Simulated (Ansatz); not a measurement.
Consider the following.

IrO₂:
```
IrO2
1.0
    4.43234     0.00000     0.00000
    0.00000     4.43234     0.00000
    0.00000     0.00000     3.13670
Ir O
2 4
Cartesian
  2.21617   2.21617   1.56835
  0.00000   0.00000   0.00000
  3.06212   3.06212   0.00000
  1.37023   1.37023   0.00000
  3.58640   0.84595   1.56835
  0.84595   3.58640   1.56835
```

This is the LDA-relaxed structure. Cartesian axes are those of the cell as given.

Problem. All from the program Ansatz at the LDA level (PAW), unless another level is named. Estimate the Young's modulus.

Solution. 288 GPa.

Problem. Next, the highest zone-centre frequency?

Solution. 772 cm⁻¹.

Problem. And the elastic constants (relaxed ions, GPa)?

Solution. C11 = 354, C12 = 304, C13 = 234, C33 = 714, C44 = 114, C66 = 250.

Space group P4_2/mnm (rutile). The cell was relaxed with LDA under the symmetry of its start. The run is not spin-polarised. As this level gives no gap, shear constants depend on the k-mesh and smearing (Fermi–Dirac, 0.1 eV here). As this level gives no gap, phonon frequencies hold no LO–TO term and depend on the k-mesh and smearing (Fermi–Dirac, 0.1 eV here). Scalar-relativistic: spin–orbit coupling is off unless named, which matters more the heavier the elements.

Potentials: the earlier of the program's two PAW sets. The files were generated under PBE; for other functionals the program regenerates the frozen cores, and for LDA and PBEsol the local potential too.
